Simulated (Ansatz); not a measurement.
Ta:
```
CELL_PARAMETERS angstrom
     -1.62636     1.62636     1.62636
      1.62636    -1.62636     1.62636
      1.62636     1.62636    -1.62636
ATOMIC_POSITIONS crystal
  Ta 0.00000 0.00000 0.00000
```

Relaxed with LDA. Special points in fractions of this cell's reciprocal vectors: Γ (0.000, 0.000, 0.000); H (0.500, -0.500, 0.500); N (0.000, 0.000, 0.500); P (0.250, 0.250, 0.250).

### Question
List the band energies nearest the Fermi level at these points for LDA (plane waves, PAW; program Ansatz).

### Answer
In eV from the Fermi level; about four levels below and three above (degenerate sets whole), none deeper than 8.9 eV; … stands for higher levels left out; points with the same levels are listed once.

```csv
k,below,above
Γ,-8.04,0.68 0.68 0.68
H,-4.08 -4.08,…
N,-4.58 -1.71,1.93 4.01 …
P,-1.23 -1.23 -1.23,…
```

Space group Im-3m (bcc (W type)). The LDA relaxation kept the symmetry of its start. No spin polarisation was allowed. Scalar-relativistic: spin–orbit coupling is off unless named, which matters more the heavier the elements.

Potentials: the earlier of the program's two PAW sets.
